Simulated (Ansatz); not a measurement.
Input:

Al2Cu (Al2Cu type, space group I4/mcm)

```
Al2Cu
1.0
   -3.02971     3.02971     2.43697
    3.02971    -3.02971     2.43697
    3.02971     3.02971    -2.43697
Al Cu
4 2
Direct
  0.65828   0.15828   0.81655
  0.84172   0.65828   0.50000
  0.15828   0.34172   0.50000
  0.34172   0.84172   0.18345
  0.25000   0.25000   0.00000
  0.75000   0.75000   0.00000
```

This relaxed cell (volume V₀) is scaled evenly in all directions, its shape held. The atoms relax within the cell's symmetry.

Computed with PBE (plane waves to 420 eV, PAW, scalar-relativistic; Ansatz, a quantum-chemistry and plane-wave program). k mesh 12×12×12 (Γ-centred), Fermi-Dirac smearing 0.05 eV. Energies are smeared free energies. Compression counts positive. With the shape held, the modulus is that of even scaling; a crystal free to change shape is softer. Al2Cu is run without spin polarisation. Al2Cu was relaxed with its symmetry unable to fall. The PAW data are Ansatz's earlier set. The zero of ΔE is the relaxed starting cell.

The scan covers V/V₀ from 0.840 to 1.160 in 13 points.

### Question
What is the fitted pressure derivative B₀′?

### Answer
4.5.

### Question
What bulk modulus at fixed cell shape B₀ follows from a third-order Birch-Murnaghan fit?

### Answer
99.3 GPa.

(Under strain, the slope of the energy per volume gives the stress and its curvature an elastic modulus.)
